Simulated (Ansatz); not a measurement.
Input:

BeS:
```cif
data_BeS
_chemical_formula_sum 'S1 Be1'
_space_group_name_H-M_alt 'P 1'
_space_group_IT_number 1
_cell_length_a 3.42097
_cell_length_b 3.42097
_cell_length_c 3.42097
_cell_angle_alpha 60.000
_cell_angle_beta 60.000
_cell_angle_gamma 60.000
loop_
_space_group_symop_operation_xyz
  'x, y, z'
loop_
_atom_site_label
_atom_site_type_symbol
_atom_site_fract_x
_atom_site_fract_y
_atom_site_fract_z
_atom_site_occupancy
S1 S 0.75000 0.75000 0.75000 1
Be1 Be 0.00000 0.00000 0.00000 1
```

This is the PBEsol-relaxed structure.

All from PBEsol (plane waves, PAW; program Ansatz), unless another level is named. Estimate the HSE06 gap on the PBEsol cell.

4.04 eV.

And the smallest direct gap on the standard path?

5.54 eV.

And the hole effective mass, band 3 of 3 at the edge?

0.33 along [100], 0.22 along [110], 0.19 along [111] (mₑ).

And the hole effective mass, band 1 of 3 at the edge?

0.55 along [100], 4.3 along [110], 1.3 along [111] (mₑ).

Next, the weight of the valence-edge state by species (Voronoi cells)?

S 80 %, Be 20 %.

Predict the valence-band maximum.

at Γ.

Space group F-43m (zinc blende). The PBEsol relaxation kept the symmetry of its start.

Potentials: the later of the program's two PAW sets.
